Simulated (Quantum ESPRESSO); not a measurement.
# Moving one atom in AsSi6Ga

The results below are calculated, not measured. They come from pw.x of Quantum ESPRESSO 7.5, a plane-wave density functional program, with PseudoDojo standard norm-conserving files (v0.5 for PBE, v0.4.1 for LDA and PBEsol). The cells are made up: elements, strain and atom displacements were drawn at random, and nothing was relaxed. There is no spin polarisation, spin-orbit coupling or dispersion term.

The cell has 8 sites of a zincblende or diamond lattice. Sites 1 to 4 hold As Si Si Ga; sites 5 to 8 hold Si Si Si Si. Cell vectors in Å: (5.448, 0.022, 0.080); (0.022, 5.496, -0.011); (0.080, -0.011, 5.369). Settings: PBE, cutoff 1143 eV, 6 x 6 x 6 k mesh shifted by half a step, Fermi-Dirac smearing of 0.1 eV.

Each run shifts the As atom on site 1 along y and leaves all else fixed. Site 5 is one of its nearest neighbours. E is the free energy of the cell above the lowest run shown.

| run | shift (Å) | Fy on site 1 (eV/Å) | Fy on site 5 (eV/Å) | P (GPa) | E (meV) |
| --- | --- | --- | --- | --- | --- |
| 1 | -0.1085 | 0.935 | -0.746 | 5.57 | 21.9 |
| 3 | 0.0003 | -0.533 | -0.319 | 5.48 | 0.0 |
| 4 | 0.0730 | -1.504 | -0.003 | 5.56 | 74.2 |
| 5 | 0.1103 | -1.991 | 0.165 | 5.64 | 139.4 |
| 6 | 0.1248 | -2.178 | 0.232 | 5.68 | 169.6 |
| 7 | 0.1410 | -2.385 | 0.307 | 5.73 | 206.6 |
| 2 | -0.0184 | ? | ? | ? | ? |

A rerun of one of these cells at 1437 eV and k mesh 8 x 8 x 8 moved values by no more than 0.002 eV in the cell's energy, 0.02 GPa in stress and 0.003 eV/Å in force.

## Worked fit

A parabola through the six runs shown gives Fy on site 1 = -0.533 - 13.37 u + 1.5 u² eV/Å, with u in Å and a scatter of 0.004 eV/Å. Minus the slope, 13.37 ± 0.11 eV/Å², is this atom's force constant along y at u = 0, with its periodic images moving too. The fitted force vanishes at u = -0.040 Å, where the energy should be lowest along this line. The error is the larger of the fit's own and the change that a cubic makes, rounded up.

## Withheld run

Question: what Fy on site 1 should run 2 give?

The fit gives -0.286 eV/Å. The calculation gave -0.280 eV/Å.

```
run  shift (Å)  Fy on site 1 (eV/Å)  Fy on site 5 (eV/Å)  P (GPa)  E (meV)
  2    -0.0184               -0.280               -0.396     5.48     -7.6
```